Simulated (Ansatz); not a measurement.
Sr:
```xyz
1
Lattice="0.0000 2.9597 2.9597 2.9597 0.0000 2.9597 2.9597 2.9597 0.0000" Properties=species:S:1:pos:R:3 pbc="T T T"
Sr     0.0000     0.0000     0.0000
```

Relaxed with PBEsol. Special points in fractions of this cell's reciprocal vectors: Γ (0.000, 0.000, 0.000); X (0.500, 0.000, 0.500); U (0.625, 0.250, 0.625); K (0.375, 0.375, 0.750); L (0.500, 0.500, 0.500); W (0.500, 0.250, 0.750).

Task: List the band energies nearest the Fermi level at these points for the program Ansatz at the PBEsol level (PAW).

Result: In eV from the Fermi level; about four levels below and three above (degenerate sets whole), none deeper than 8.9 eV; points with the same levels are listed once.

| k | below | above |
|---|---|---|
| Γ | -3.76 | 2.39 2.39 2.39 |
| X | -0.72 | 0.28 1.17 5.10 |
| U | -0.14 | 0.21 0.90 3.55 |
| L | -1.18 | 0.14 2.22 2.22 |
| W | – | 0.03 0.65 0.65 |

Space group Fm-3m (fcc (Cu type)). The cell was relaxed with PBEsol under the symmetry of its start. Spin–orbit coupling is left out wherever it is not named.

Potentials: the earlier of the program's two PAW sets. The files were generated under PBE; for other functionals the program regenerates the frozen cores, and for LDA and PBEsol the local potential too.
